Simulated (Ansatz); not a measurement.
CdS (rock salt, space group No. 225), the program Ansatz at the r²SCAN level (PAW). The conduction-band minimum lies at X, with 3 equivalent valleys. Second derivatives d²E/dk² of the lowest band at one valley (eV·Å²), along Cartesian directions:

```csv
direction,d²E/dk²
[100],18.99
[010],40.49
[001],40.49
[110],29.74
[101],29.74
[011],40.46
```

Question: Find the principal effective masses, the density-of-states mass and the conductivity mass.

Answer: Off-diagonal terms follow from H_xy = H[110] − (H_xx + H_yy)/2, and m*/mₑ = 7.620 eV·Å² over each eigenvalue: 0.19, 0.19, 0.40. One valley's DOS mass (m₁m₂m₃)^(1/3) = 0.24, conductivity mass 3/(Σ 1/mᵢ) = 0.23 mₑ.

Question: What effective density of states Nc follows at 300 K for parabolic valleys?

Answer: Nc = 2.509e19 × 3 × (0.24)^(3/2) ≈ 8.9e18 cm⁻³.

Question: With the computed static dielectric constant 29.0 (mean of the diagonal), estimate a hydrogenic donor's binding energy and radius.

Answer: E = 13.606 eV × 0.23/29.0² ≈ 3.7 meV; a = 0.529 Å × ε/m* ≈ 67 Å. Semilocal masses tend to be too small where the gap is.

Question: With ε∞ = 7.77 and ω_LO = 268 cm⁻¹, what Fröhlich coupling constant follows?

Answer: α = (1/ε∞ − 1/ε0) √(m* × 13.606 eV/ħω_LO) = 0.92.

Space group Fm-3m (rock salt). This is a known high-pressure phase of the composition, computed here at zero pressure and temperature. The cell was relaxed with r²SCAN under the symmetry of its start; phonons on a q-mesh show no instability. Spin–orbit coupling is left out wherever it is not named.

Potentials: the later of the program's two PAW sets.
